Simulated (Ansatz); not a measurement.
Trial structure of Be3TeO2, not yet relaxed:

```cif
data_structure
_symmetry_space_group_name_H-M 'P4mm'
_symmetry_Int_Tables_number 99
_cell_length_a 4.5094
_cell_length_b 4.5094
_cell_length_c 4.2383
_cell_angle_alpha 90.000
_cell_angle_beta 90.000
_cell_angle_gamma 90.000
_cell_volume 86.19
loop_
_atom_site_label
_atom_site_type_symbol
_atom_site_symmetry_multiplicity
_atom_site_Wyckoff_symbol
_atom_site_fract_x
_atom_site_fract_y
_atom_site_fract_z
_atom_site_occupancy
Be1 Be 2 c 0.00000 0.50000 0.89376 1
Be2 Be 1 b 0.50000 0.50000 0.89058 1
Te1 Te 1 a 0.00000 0.00000 0.66199 1
O1 O 1 b 0.50000 0.50000 0.30041 1
O2 O 1 b 0.50000 0.50000 0.61916 1
```

Level of theory: DFT PBE, scalar-relativistic, plane waves, PAW in Ansatz 0.2.0. Cutoff 420 eV; k points 4×4×4 on the computed 6-atom cell (Γ-centred); Gaussian smearing, width 0.10 eV; no spin polarisation.

Formation energies are uncorrected and refer to the elements' standard structures at the same level (O₂ as a molecule).

Question: How far from equilibrium is it?

Answer: The pressure is 19.4 GPa (the mean over three directions, positive in compression), the largest force is 17.65 eV/Å, and the energy is +0.82 eV/atom against the elements. The shortest distance is 1.15 Å, so close that the PAW spheres overlap strongly and these values are rough.

Question: Is it a good guess?

Answer: A poor one: relaxing gains about 1.3 eV/atom in 25 ionic steps and ends at −0.525 eV/atom on the finer mesh. The symmetry stays P4mm (No. 99). The volume per atom shrinks by 4.8 %, from 14.4 to 13.7 Å³. The shortest distance goes from 1.15 Å (Be–O) to 1.44 Å (Be–O). The ratio c/a of the conventional cell changes by a factor of 1.48. Conventional cell: a = 3.889 Å, c = 5.425 Å. Around Be on a site of symmetry 2mm lie 2 O at 1.97 Å and 2 Te at 2.50 Å; Te has 4 Be at 2.50 Å, 4 Be at 2.77 Å, 4 O at 3.03 Å and 4 O at 3.28 Å; O on its first site has 1 Be at 1.63 Å, 4 Be at 1.97 Å, 1 O at 2.36 Å and 4 Te at 3.03 Å; 2 more sites not described.

The last run used an 8×8×6 mesh (in the run's order of axes) for its 6-atom cell and Gaussian smearing of 0.02 eV. Weakly bound directions are ill-defined at this level, which has no dispersion term. These runs have no spin–orbit coupling, which can matter for Te. The reference form of Te is held partly by dispersion forces, which this level lacks. The relaxation can't lower the symmetry of the start, and the grade says only how near the guess is to its own end. Symmetry constrained the relaxation, so the result can be a saddle point. Another cell of Be3TeO2 relaxed alike, in P6/mmm, lies 0.92 eV/atom lower, so this cell isn't the stable form at this level.
